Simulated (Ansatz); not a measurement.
Input:

Cu2Se (anti-fluorite, Fm-3m), a = b = c = 5.6515 Å, α = β = γ = 90.00°; the cell used has 3 atoms.

This is the LDA-relaxed structure.

All from the program Ansatz at the LDA level (PAW), unless another level is named. Give the Debye temperature from the elastic constants.

116 K.

Next, the elastic constants (relaxed ions, GPa)?

C11 = 113, C12 = 110, C44 = 12.6.

The workflow started from a Materials Project entry (that database holds measured and hypothetical structures alike); the Crystallography Open Database copy checked does not list it. COD files the formula under space group No. 216, so this cell is another polymorph or a model. Its standing as an ambient phase is unchecked. The cell was relaxed with LDA under the symmetry of its start; of distortions, only those at the zone centre were tested. The run is not spin-polarised. A small band overlap can be real or an error of a semilocal functional. As this level gives no gap, shear constants depend on the k-mesh and smearing (Fermi–Dirac, 0.1 eV here).

Potentials: the later of the program's two PAW sets.
